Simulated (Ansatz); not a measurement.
Starting cell, PbS (rock salt):

```
CELL_PARAMETERS angstrom
      0.00000     3.00445     3.00445
      3.00445     0.00000     3.00445
      3.00445     3.00445     0.00000
ATOMIC_POSITIONS crystal
  S  0.00000 0.00000 0.00000
  Pb 0.50000 0.50000 0.50000
```

In this cell atom 2 (Pb, nearest neighbour S at 3.004 Å; its periodic images, 4.2 Å or more away, move with it) is moved by s towards the nearest neighbour, unit vector (-1.000, 0.000, 0.000); all other atoms and the cell stay fixed.

Method: PBE (plane waves to 420 eV, PAW, scalar-relativistic; Ansatz, an electronic-structure program). k mesh 8×8×8 (Γ-centred), Fermi-Dirac smearing 0.05 eV. E stands for the smeared free energy. PbS was relaxed with its symmetry unable to fall. Spin-orbit coupling is left out, though Pb is heavy. ΔE is measured from the undisplaced structure.

```csv
s (Å),ΔE (meV/cell)
-0.600,388
-0.480,withheld
-0.360,59
-0.240,14
-0.120,2
0.000,0
0.120,2
0.240,14
0.360,59
0.480,withheld
0.600,388
```

Problem. Fit an even polynomial form (powers 2, 4) to the given rows and predict ΔE at s = 0.480.

Solution. Least squares on the 9 given rows: ΔE = (99.69)·s² + (2717)·s⁴, in meV/cell with s in Å; root-mean-square residual 0.4 meV/cell. At 0.480 the fit gives 167 meV/cell; the calculation gives 168 meV/cell, so the interpolation is off by -1 (-0.6 %). The quadratic term alone would give 23 meV/cell.

(For displaced atoms, the force is minus the slope of the energy, and its curvature is a force constant, which sets phonon frequencies.)
